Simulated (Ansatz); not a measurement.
Values for one crystal, relaxed and computed with the program Ansatz at the PBE level (PAW); other levels are named.

| Item | Result |
|---|---|
| Volume per atom | 9.96 Å³ |
| Electronic character | metallic (no gap) |
| Gap with spin–orbit coupling | none (metallic) |
| Formation energy from the elements (no fitted shifts) | -1.01 eV/atom |
| Bulk modulus (Birch–Murnaghan fit) | 248 GPa |
| Pressure derivative B′ | 3.9 |
| Density of states at the Fermi level | 0.09 states/eV per atom (mean over ±0.08 eV) |

Pick the material that matches.
A. HfB2, P6/mmm (Hf on 1a, B on 2d)
B. CoGe2, P6/mmm (Co on 1a, Ge on 2d)
C. TaGe2, P6/mmm (Ta on 1a, Ge on 2d)
D. Ge2Pt, I4/mcm (Ge on 8h, Pt on 4a)

A, HfB2, P6/mmm (Hf on 1a, B on 2d)

The PBE relaxation kept the symmetry of its start. No spin polarisation was allowed. The references are the lowest solids computed at this level, not always the standard phases. Scalar-relativistic: spin–orbit coupling is off unless named, which matters more the heavier the elements.

Potentials: the later of the program's two PAW sets.
